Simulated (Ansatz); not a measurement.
Input and command of a plane-wave DFT calculation in Ansatz:

```yaml
crystal:
  lattice:
    - [1.4418352157, 1.4418352157, 3.4155250292]
    - [1.4418352157, 3.4155250292, 1.4418352157]
    - [6.8310500583, 2.8836704315, 2.8836704315]
  atoms:
    - { symbol: Co, position: [0.0, 1.0, 0.0], spin: 2.0 }
    - { symbol: Ge, position: [0.5, 0.5, 0.25] }
    - { symbol: Co, position: [0.0, 1.0, 0.5], spin: -2.0 }
    - { symbol: Ge, position: [0.5, 0.5, 0.75] }
basis:
  ecutwfc: 420
kpoints:
  mp_grid: { grid: [18, 18, 9] }
hamiltonian:
  xc: pbesol
scf:
  occupations: { method: gaussian, width: 0.1 }
  lower_state_search: "off"
output:
  forces: true
  stress: true
  eigenvalues: true
  populations: true
  write_density: true
  write_potential: true
  elf: true
  volumetric_format: npy
magnetization:
  spin_polarized: true
```

```bash
ansatz run input.yaml --threads 1 --pin off --max-ram 2560MiB --backend cpu --events-out ev --progress --plain --runs-dir out
```

Processor: Intel(R) Xeon(R) 6975P-C (Granite Rapids), 1 thread, on a host shared with other jobs.

Task: How long does it run, and how much memory does it take?

Result: About 2 min on 1 thread of Intel(R) Xeon(R) 6975P-C (Granite Rapids), on a shared host, peak memory 1.7 GiB. It solves 40 bands at 775 k points (the mesh reduced by symmetry) with about 977 plane waves, in 23 SCF iterations.
